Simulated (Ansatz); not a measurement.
**What settings do to one calculation: (111) superlattice of 26 and 4 atomic planes of zincblende InP and GaAs, in-plane a of GaAs, 30 atoms**

Ansatz (PAW, plane waves), atoms fixed. The base input:

```yaml
crystal:
  lattice:
    - [2.830000, -2.830000, 0.000000]
    - [0.000000, 2.830000, -2.830000]
    - [29.953243, 29.953243, 29.953243]
  atoms:
    - { symbol: In, position: [0.993576, 0.993397, 0.000352] }
    - { symbol: In, position: [0.006543, 0.001993, 0.201316] }
    - { symbol: In, position: [0.001032, 0.999423, 0.403414] }
    - { symbol: In, position: [0.991220, 0.998207, 0.604950] }
    - { symbol: In, position: [0.996397, 0.003093, 0.805994] }
    - { symbol: In, position: [0.330715, 0.671415, 0.067149] }
    - { symbol: In, position: [0.331319, 0.672630, 0.269278] }
    - { symbol: In, position: [0.340667, 0.663961, 0.471088] }
    - { symbol: In, position: [0.319468, 0.654777, 0.672173] }
    - { symbol: In, position: [0.661696, 0.327118, 0.134305] }
    - { symbol: In, position: [0.660130, 0.326923, 0.335620] }
    - { symbol: In, position: [0.653384, 0.324693, 0.537782] }
    - { symbol: In, position: [0.656577, 0.333567, 0.739371] }
    - { symbol: P, position: [0.995873, 0.987966, 0.050729] }
    - { symbol: P, position: [0.995414, 0.994616, 0.251759] }
    - { symbol: P, position: [0.995168, 0.003104, 0.453452] }
    - { symbol: P, position: [0.006861, 0.003624, 0.654712] }
    - { symbol: P, position: [0.995419, 0.990265, 0.856977] }
    - { symbol: P, position: [0.337501, 0.661628, 0.117137] }
    - { symbol: P, position: [0.332594, 0.669774, 0.319292] }
    - { symbol: P, position: [0.336749, 0.663947, 0.520361] }
    - { symbol: P, position: [0.322918, 0.660831, 0.722599] }
    - { symbol: P, position: [0.666066, 0.326472, 0.184429] }
    - { symbol: P, position: [0.666891, 0.338484, 0.386581] }
    - { symbol: P, position: [0.677105, 0.331617, 0.587896] }
    - { symbol: P, position: [0.669545, 0.326156, 0.790391] }
    - { symbol: Ga, position: [0.339053, 0.665513, 0.873981] }
    - { symbol: Ga, position: [0.657852, 0.325422, 0.937755] }
    - { symbol: As, position: [0.337378, 0.658056, 0.921726] }
    - { symbol: As, position: [0.671554, 0.328549, 0.984577] }
kpoints:
  mp_grid: { grid: [4, 4, 1] }
hamiltonian:
  xc: pbesol
scf:
  occupations: { method: fermi_dirac, width: 0.01 }
output:
  forces: true
  eigenvalues: true
  stress: true
  populations: true
```

Command:

```sh
ansatz run in.yaml --threads 2 --pin off --max-ram 20900MiB --runs-dir r --events-out ev --progress --plain --backend cuda --devices 0, --max-vram 18GiB
```

It converged in 11 iterations and 7.6 s of wall time on one NVIDIA H100 with 2 processor threads, on a host shared with other runs; peak host memory 1.5 GiB; largest force component 1.36 eV/Å, pressure 4.00 GPa. The cutoff was the default, 420 eV. The base isn't a converged reference: it has few k points, and its atoms are unrelaxed. Each run below changes the keys shown and caps the iterations.

| run | changed | ending | iterations | free energy less the base (meV per atom) | rms change of forces (eV/Å) | change of pressure (GPa) | wall time (s, shared host) |
| --- | --- | --- | --- | --- | --- | --- | --- |
| 1 | occupations methfessel_paxton, max_iter 80 | converged | 11 | 0.0 | 0.000 | 0.00 | 4.9 GPU |
| 2 | mixing beta 0.6, max_iter 90 | converged | 11 | 0.0 | 0.000 | 0.00 | 7 GPU |
| 3 | max_iter 50, total_charge 2 | converged | 18 | other zero | 0.119 | 0.21 | 13 GPU |
| 4 | xc revpbe, accuracy high, max_iter 100 | converged | 13 | other zero | 0.064 | 4.38 | 12 GPU |
| 5 | ecutwfc 120 eV, occupations methfessel_paxton, max_iter 50 | converged | 21 | 75757.8 | 1.329 | -6.04 | 6.8 GPU |
| 6 | xc pbe0, max_iter 100 | converged | 27 | other zero | 0.054 | 0.93 | 200 GPU |
| 7 | dispersion rvv10, width 0.03 eV, max_iter 90 | refused | – | – | – | – | – |
| 8 | dispersion d3bjatm, max_iter 90 | converged | 11 | other zero | 0.003 | -1.84 | 15 GPU |
| 9 | ecutrho_ratio 6, accuracy low, xc hf, max_iter 80 | converged | 37 | other zero | 0.182 | 5.40 | 270 GPU |
| 10 | n_extra_bands 60, ecutwfc 350 eV, max_iter 60 | converged | 11 | 5.1 | 0.001 | 0.03 | 5.7 GPU |

«Other zero»: another functional, charge or dispersion term moves the zero of energy, so the difference says nothing of accuracy.

Runs with exact exchange count the iterations of all their loops.

Q: Which changes leave the result alone, and which of the same physical model moves the forces most?

A: The forces move by under 0.002 eV/Å in runs 1, 2, 10. Run 5 (ecutwfc 120 eV, occupations methfessel_paxton, max_iter 50) moves them most among the runs with the same functional, charge and dispersion term, by 1.329 eV/Å.

Q: Why did some runs give no result?

A: - run 7: inconsistent input (hamiltonian.dispersion, hamiltonian.xc): `dispersion: rvv10` has no transferable b for PBE exchange — Sabatini et al. (2013) fitted b=6.3 to rPW86, and the PBE refits of Peng & Perdew (2017) are task-dependent (b=6.6 S22 / b=10.0 layered). …
